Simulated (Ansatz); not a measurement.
## Computed properties of H2Pt

```xyz
3
Lattice="2.8875 0.0000 0.0000 -1.4437 2.5006 0.0000 0.0000 0.0000 4.6889" Properties=species:S:1:pos:R:3 pbc="T T T"
Pt    0.0000    0.0000    0.0000
H     0.0000    1.6671    0.8388
H     1.4437    0.8335    3.8501
```

Atom numbers follow the list: Pt1, H2, H3.

The structure comes from a relaxation in the same program, started in the CdI2 type, and has space group P-3m1. Whether it is a known phase or the ground state wasn't checked.

Spin–orbit coupling is left out, though it moves levels of the heavy atoms by tenths of an eV or more.

Methods: DFT, PBE, all-electron LAPW, scalar-relativistic (Ansatz 0.2.0); DFT, PBE, PAW with Ansatz's default frozen-core files, scalar-relativistic (Ansatz 0.2.0).

For LAPW: a Γ-centred 14×14×8 k mesh, Fermi–Dirac smearing of 0.05 eV, basis error target 0.5 meV/atom, no spin polarisation. PAW takes a cutoff of 420 eV at this cell. The Ansatz runs share mesh, smearing and spin set-up. Values come from LAPW unless marked.

```json
{"Band gap": "none: bands cross the Fermi level, a metal", "Density of states at the Fermi level (0.2 eV bin)": "0.50 states/eV per cell", "Löwdin charges (with 0.11 e of the cell spilling out of the atomic basis, so their sizes and signs hang on that basis)": "Pt1 0.36, H2 -0.13 e", "Bader charges (from the PAW run)": "Pt1 +0.13, H2 -0.07 e", "Volume per atom": "76.2 bohr³", "Pressure at this cell": "0.4 kbar"}
```
